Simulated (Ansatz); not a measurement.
Input file for Ansatz (an electronic-structure program):

Ansatz 0.2 input:
```yaml
crystal:
  lattice:
    - [3.7411364059, 0.0, 0.0]
    - [-1.8705682029, 3.2399191665, 0.0]
    - [0.0, 0.0, 6.3173983045]
  atoms:
    - { symbol: Hf, position: [0.0, 0.0, 0.9807265965] }
    - { symbol: Te, position: [0.6666666667, 0.3333333333, 0.2748063646] }
    - { symbol: Se, position: [0.3333333333, 0.6666666667, 0.7444770389] }
kpoints:
  mp_grid: { grid: [13, 13, 7] }
hamiltonian:
  xc: lda
  pseudopotentials: { kind: paw }
scf:
  occupations: { method: fermi_dirac, width: 0.1 }
phonons:
  method: dfpt
  response_accuracy: low
  eigenvectors: true
  rigid_motions: translations
```

Output (shortened):

```
zone centre: on kpoints.mp_grid the ground state, and the responses unless they are solved on pairs of k-points, stand on 322 of the mesh's 1183 k-points, …
Pseudopotentials: kind: paw
Pseudopotential: Hf, paw, valence charge 26
Pseudopotential: Te, paw, valence charge 16
Pseudopotential: Se, paw, valence charge 16
Functional definition: SPW92
Crystal: 3 atoms, lattice volume = 76.573 Å³
Basis set: ecut = 420 eV, 1521 PW (Γ), exchange–correlation on 54×54×90 points (8 copies of the dense FFT grid, shifted against one another)
Bands: 35, of which v1, the nominal top of the filled ones, is band 29 counted from 1 (28 counted from 0)
Symmetry: 6 space group operations
k-points: 322 of 1183 (irreducible under 2 space group operations, time reversal used)
PAW frozen core: Hf, regenerated for the run's functional, and the local potential with it
PAW frozen core: Te, regenerated for the run's functional, and the local potential with it
PAW frozen core: Se, regenerated for the run's functional, and the local potential with it
Initial wavefunctions: pseudopotential atomic-orbital guess
Eigensolver: davidson
Functional: x = slater, c = lda
SCF iter   1: F=—  HF=-27690.523994 eV  |F-HF|=—  |Δ(HF+E_count)|=         —  Δρ=5.21e-3  dr2=2.43e-2  ethr=1.77e-3  ⟨swp⟩=5.8  Hψ=41206  notcnv=0
all-band conjugate gradients solve this SCF's bands
preconditioner: auto → LDOS
SCF iter   2: F=—  HF=-27690.522412 eV  |F-HF|=—  |Δ(HF+E_count)|=   1.58e-3  Δρ=2.91e-3  dr2=1.84e-2  ethr=4.19e-5  ⟨swp⟩=2.0  Hψ=24785  notcnv=0  defer=6
SCF iter   3: F=—  HF=-27690.518435 eV  |F-HF|=—  |Δ(HF+E_count)|=   3.98e-3  Δρ=1.07e-3  dr2=3.33e-3  ethr=3.17e-5  ⟨swp⟩=3.0  Hψ=22366  notcnv=0  defer=6
SCF iter   4: F=—  HF=-27690.517727 eV  |F-HF|=—  |Δ(HF+E_count)|=   7.08e-4  Δρ=2.75e-4  dr2=1.16e-4  ethr=5.74e-6  ⟨swp⟩=2.0  Hψ=15781  notcnv=0  defer=6
SCF iter   5: F=—  HF=-27690.517693 eV  |F-HF|=—  |Δ(HF+E_count)|=   3.36e-5  Δρ=5.54e-5  dr2=3.84e-6  ethr=1.99e-7  ⟨swp⟩=2.0  Hψ=20300  notcnv=0  defer=6
SCF iter   6: F=—  HF=-27690.517698 eV  |F-HF|=—  |Δ(HF+E_count)|=   4.93e-6  Δρ=1.35e-5  dr2=1.20e-7  ethr=6.62e-9  ⟨swp⟩=2.4  Hψ=15708  notcnv=0  defer=6
SCF iter   7: F=—  HF=-27690.517698 eV  |F-HF|=—  |Δ(HF+E_count)|=   6.81e-8  Δρ=5.31e-6  dr2=1.18e-8  ethr=2.07e-10  ⟨swp⟩=2.0  Hψ=20719  notcnv=0  defer=6
SCF iter   8: F=—  HF=-27690.517698 eV  |F-HF|=—  |Δ(HF+E_count)|=   1.46e-9  Δρ=1.40e-6  dr2=9.24e-10  ethr=2.04e-11  ⟨swp⟩=2.0  Hψ=20610  notcnv=0  defer=6
SCF iter  10: F=-27690.517698 eV  HF=-27690.517698 eV  |F-HF|=0.00e0  |Δ(HF+E_count)|=  1.46e-11  Δρ=6.10e-8  dr2=2.07e-12  ethr=1.00e-12  ⟨swp⟩=6.1  Hψ=52173  notcnv=0
SCF 1 converged in 10 iterations: F = -27690.517698 eV  dr2 = 2.07e-12
DFPT response loops at Γ: preconditioner auto → Kerker (q_TF=auto, 2.605 Å⁻¹) (partly filled bands, converged f_vac=0.042) …
SCF converged after 10 iterations
Free energy (F): -27690.517698 eV
Harris-Foulkes:  -27690.517698 eV  (|F-HF|=0.00e0)
Internal energy: -27690.494754 eV  (E = F + TS)
E sigma→0 (E₀):  -27690.506226 eV
Entropy (-TS):   -0.022944 eV (-7.648 meV/atom)
Fermi energy:    12.164181 eV
--- Per-component energies (eV) ---
  E_band       = -708.421784
  E_kinetic    = 726.114842
  E_local      = -10596.570596  (includes V_loc(G=0)·N_el)
  E_nonlocal   = -2126.701616
  E_hartree    = 5256.176850
  E_xc         = -526.064788
  E_vxc        = -471.383940  (∫ρ·V_xc dr)
  E_paw        = -13021.901308  (= ΣΔE_a)
  E_vpaw       = 1247.766635  (= ΣTr[D̂ρ^β])
  E_aug_tail   = -0.000787  (compensation charges beyond the density's cutoff)
  E_ewald      = -7406.900617
  E_core_change = 5.353266  (= ΣΔE_core)
  E_smearing   = -0.022944  (= −TS)
  E_closure    = 0.000000  (closes the sum)
  Σ components = -27690.517698   (vs F -27690.517698, Δ=0.00e0)
  [band-id]    e_kinetic+e_local+e_nonlocal+2·e_hartree+e_vxc+e_vpaw+e_augmentation_tail = -708.421762   (vs E_band -708.421784, Δ=2.22e-5)
--- Band table (eV; the first three rows and the last of 322) ---
  k-point 0: bands = ["-50.4355", "-35.6170", "-35.6170", "-35.6136", "-35.6025", "-35.6025", "-24.1159", "-24.1159", "-24.0908", "-24.0908", "-24.0790", "-19.1134", "-19.0664", "-19.0664", "-1.7471", "-0.4787", "-0.4534", "-0.4449", "-0.4415", "-0.4415", "-0.4332", "-0.4332", "0.6771", "6.3222", "9.3810", "9.3810", "11.9406", "12.7140", "12.7140", "13.2113", "13.2113", "13.2694", "15.8484", "16.3758", "16.3758"]
  k-point 1: bands = ["-50.4355", "-35.6170", "-35.6170", "-35.6136", "-35.6025", "-35.6025", "-24.1159", "-24.1159", "-24.0908", "-24.0908", "-24.0790", "-19.1134", "-19.0664", "-19.0664", "-1.7194", "-0.4772", "-0.4522", "-0.4449", "-0.4415", "-0.4415", "-0.4332", "-0.4332", "0.5982", "6.5250", "9.3916", "9.3916", "11.3682", "12.6606", "12.6606", "13.2033", "13.2033", "13.5146", "16.0979", "16.4901", "16.4901"]
  k-point 2: bands = ["-50.4355", "-35.6170", "-35.6170", "-35.6136", "-35.6025", "-35.6025", "-24.1159", "-24.1159", "-24.0908", "-24.0908", "-24.0790", "-19.1135", "-19.0664", "-19.0664", "-1.6522", "-0.4737", "-0.4476", "-0.4449", "-0.4415", "-0.4415", "-0.4332", "-0.4332", "0.4204", "7.0717", "9.4160", "9.4160", "10.3449", "12.5462", "12.5462", "13.1853", "13.1853", "13.7409", "16.6029", "16.7576", "16.7576"]
  k-point 321: bands = ["-50.4318", "-35.6171", "-35.6168", "-35.6132", "-35.6023", "-35.6019", "-24.1152", "-24.1100", "-24.0935", "-24.0910", "-24.0742", "-19.1787", "-19.1179", "-19.0789", "-0.9419", "-0.4611", "-0.4609", "-0.4479", "-0.4403", "-0.4371", "-0.4322", "-0.3435", "1.3729", "7.2860", "7.7186", "8.9104", "9.5318", "9.8294", "10.3373", "13.3740", "13.7646", "15.1247", "16.0441", "16.9594", "18.2680"]
  band table: 35 of 35 bands, residual norms ≤ 1.0e-3 eV
--- Phonons (Γ-DFPT): 6 representative perturbations + reference, on 322 of 1183 k-points (Σ response iterations 19) ---
  k mesh reduced under 2 symmetry operations, with k and −k counted as one. Each operation leaves every solved perturbation unchanged …
  ASR residual: 2.832e-4 → 0.000e0 eV/Å²; symmetrization residual: 2.989e-4 eV/Å²
  ASR residual per site (eV/Å²): 2.63e-4 5.01e-5 2.83e-4
  Γ frequencies (cm⁻¹): 0.00 0.00 0.00 96.92 96.92 146.22 146.22 169.06 207.78
  non-analytic LO–TO correction: not included (Born effective charges unavailable; polar crystals: no LO–TO splitting at Γ)
```

Cost: roughly 10 core-minutes on shared cores.

Space group P3m1. The first step of the workflow began from a Materials Project structure, measured or hypothetical; the Crystallography Open Database copy checked does not list it. Its standing as an ambient phase is unchecked. The LDA relaxation kept the symmetry of its start; whether a distortion lowers the energy is not shown. No spin polarisation was allowed. A crystal of weakly bound layers computed without a dispersion correction: the cell and the soft elastic constants depend strongly on that. As this level gives no gap, phonon frequencies hold no LO–TO term and depend on the k-mesh and smearing (Fermi–Dirac, 0.1 eV here). Scalar-relativistic: spin–orbit coupling is off unless named, which matters more the heavier the elements.

Potentials: the later of the program's two PAW sets.

Ansatz is a plane-wave DFT program.
